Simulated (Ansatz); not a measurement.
Consider the following.

Relaxed Sn (diamond):

```
CELL_PARAMETERS angstrom
      0.00000     3.28336     3.28336
      3.28336     0.00000     3.28336
      3.28336     3.28336     0.00000
ATOMIC_POSITIONS crystal
  Sn 0.25000 0.25000 0.25000
  Sn 0.00000 0.00000 0.00000
```

Scan: atom 1 (Sn, nearest neighbour Sn at 2.843 Å; its periodic images, 4.6 Å or more away, move with it) is displaced towards the nearest neighbour, direction (-0.577, -0.577, -0.577) in Cartesian axes, by s. The other atoms stay.

Calculation: r2SCAN (plane waves to 500 eV, PAW, scalar-relativistic; Ansatz, a first-principles code). k mesh 10×10×10 (Γ-centred), Fermi-Dirac smearing 0.05 eV. Energies are smeared free energies. With partly filled bands, energies and forces of such displacements shift with the k mesh and the smearing. Sn was relaxed with its symmetry unable to fall. ΔE is measured from the undisplaced structure.

The scan covers s from -0.570 to 0.570 Å in 11 points.

Question: Is this a single well or a double well?

Answer: A single well with its minimum at or next to zero displacement.

Question: Is the energy the same for displacements of ±0.570 Å, and if not, which side lies higher?

Answer: Not even: the positive side lies higher at ±0.570 Å. With its periodic images moving along, the atom's site symmetry in this cell is -43m.

Question: What is the energy change at s = 0.570 Å?

Answer: 2084 meV/cell.

Question: What force acts on the atom along the line at s = -0.570 Å?

Answer: 1.61 eV/Å.

Question: What is the force constant k = d²E/ds² of this move at s = 0?

Answer: 7.65 eV/Å².

(A displaced cell: forces are minus the slopes of the energy, force constants its curvatures, and phonons follow from these.)
